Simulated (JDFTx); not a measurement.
```yaml
surface: Ag(111)
bulk: Ag, Fm-3m, lattice of mp-124 (not re-optimised)
slab: 3 atoms in 3 planes, 1x1, 4.8 Å between the outermost planes
in-plane cell: 2.902 × 2.902 Å, 7.29 Å²
cell_height: 20.7 Å
sampling: 8×8×1 k mesh, Fermi smearing 0.01 Ha, no spin polarisation
```

All numbers are PBE, GBRV ultrasoft potentials, plane waves to 20/100 Ha results from JDFTx (a modified build), not measurements. Liquid: linear PCM (GLSSA13), water, 0.5 M KF; nuclei fixed. Potentials are counted from the potential of zero charge; σ repeats to about 1 %.

| U − U_pzc (V) | σ (μC/cm², per face) |
|---|---|
| -0.88 | -11.85 |
| -0.68 | -9.35 |
| -0.13 | withheld |
| 0.26 | 4.00 |
| 0.32 | 5.11 |
| 0.72 | 12.19 |

Problem. Fit σ = C₀x + bx² (x = U − U_pzc) to the other rows by least squares, predict the withheld value, and compare with the run.

Solution. The fit gives C₀ (μF/cm²) = 15.3, b (μF/cm²/V) = 2.16, with a root-mean-square miss of 0.07 μC/cm² on its own rows. It predicts -2.0 μC/cm²; the run gives -1.8 μC/cm², a miss of 0.2 μC/cm².
